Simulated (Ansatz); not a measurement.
BN:
```xyz
2
Lattice="1.2443 0.7184 3.2265 -1.2443 0.7184 3.2265 0.0000 -1.4368 3.2265" Properties=species:S:1:pos:R:3 pbc="T T T"
B      0.0000     0.0000     9.6770
N      0.0000     0.0000     3.2203
```

This is the LDA-relaxed structure. x, y and z are the axes in which the lattice vectors are written.

**Question.** All from the program Ansatz at the LDA level (PAW), unless another level is named. Estimate the zero-point energy.

**Answer.** 155.9 meV/atom.

**Question.** Next, the highest zone-centre frequency (without LO–TO term)?

**Answer.** 1387 cm⁻¹.

**Question.** Next, the piezoelectric stress constants (proper, relaxed ions, C/m²)?

**Answer.** e15 = e24 = 0.02, e16 = e21 = 0.36, e22 = -0.36, e31 = e32 = 0.05, e33 = -0.16.

**Question.** Next, the elastic constants (relaxed ions, GPa)?

**Answer.** C11 = 926, C12 = 221, C13 = 0.8, C14 = 3.8, C33 = 28.4, C44 = 6.2.

**Question.** Next, the vibrational entropy at 300 K?

**Answer.** 7.4 J/(K·mol of atoms).

Space group R3m. The first step of the workflow began from a Materials Project structure, measured or hypothetical; the Crystallography Open Database copy checked does not list it. It is not the phase usual at ambient conditions (space group No. 186, 194, 216). The LDA relaxation kept the symmetry of its start; phonons on a q-mesh show no instability. A crystal of weakly bound layers computed without a dispersion correction: the cell and the soft elastic constants depend strongly on that.

Potentials: the later of the program's two PAW sets.
